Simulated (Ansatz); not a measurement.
K₂MgH₄:
```xyz
7
Lattice="-2.0047 2.0047 6.7676 2.0047 -2.0047 6.7676 2.0047 2.0047 -6.7676" Properties=species:S:1:pos:R:3 pbc="T T T"
K      0.0000     0.0000     8.7173
K      0.0000     0.0000     4.8178
Mg     0.0000     0.0000     0.0000
H      2.0047     0.0000     0.0000
H      0.0000     2.0047     0.0000
H      0.0000     0.0000    11.5341
H      0.0000     0.0000     2.0011
```

Relaxed with r²SCAN.

### Question
Map the electron localisation function on the plane through (0.644, 0.644, 0.000) spanned by u = [1, 1, 0] and v = [1, -1, 0] in lattice vectors, from r²SCAN (plane waves, PAW; program Ansatz).

### Answer
x is the fraction of u, y of v (the angle between them is 90°; rows are the nearest grid lines); atoms in the plane: K at (0.00, 0.00), K at (0.50, 0.50), K at (0.21, 0.50), K at (0.71, 0.00), Mg at (0.36, 0.00), Mg at (0.86, 0.50), H at (0.21, 0.00), H at (0.71, 0.50), H at (0.00, 0.50), H at (0.50, 0.00).
```
|4786029999940412309999702885688300007874|
|6886029999940423309999702886788300006886|
|8885029999950344109999702788887100005888|
|8861018999830000016999500478873000000588|
|6630004666410000002565200156630000000256|
|1100000000000000000000000011100000000011|
|0000000000000010000000000000000001000000|
|6652001566300000002563000466641000000256|
|9995004788730000005886101899983000001699|
|9996016888860000027888301999994013201899|
|9997027888871000058888502999995034410999|
|9997028867883000068888602999994042330999|
|9997028867883000068888602999994042330999|
|9997027888871000058888502999995034410999|
|9996016888860000027888301999994013201899|
|9995004788730000005886101899983000001699|
|6652001566300000002563000466641000000256|
|0000000000000010000000000000000001000000|
|1100000000000000000000000011100000000011|
|6630004666410000002565200156630000000256|
|8861018999830000016999500478873000000588|
|8885029999950344109999702788887100005888|
|6886029999940423309999702886788300006886|
|4786029999940412309999702885688300007874|
```
Scale: ten equal steps from 0.008 (start of '0') to 1.00 (end of '9'), in the order '0123456789'; x runs from 0.000 to 1.00, y from 0.000 (bottom) to 1.00 (top).

The density is the valence pseudo-density with augmentation charge, so density and ELF within about 1 Å of a nucleus are not all-electron values.

Space group I4/mmm. The workflow started from a Materials Project entry (that database holds measured and hypothetical structures alike); the Crystallography Open Database files this formula in space group No. 139, but the cells were not matched. Its standing as an ambient phase is unchecked. The r²SCAN relaxation kept the symmetry of its start; whether a distortion lowers the energy is not shown.

Potentials: the later of the program's two PAW sets.
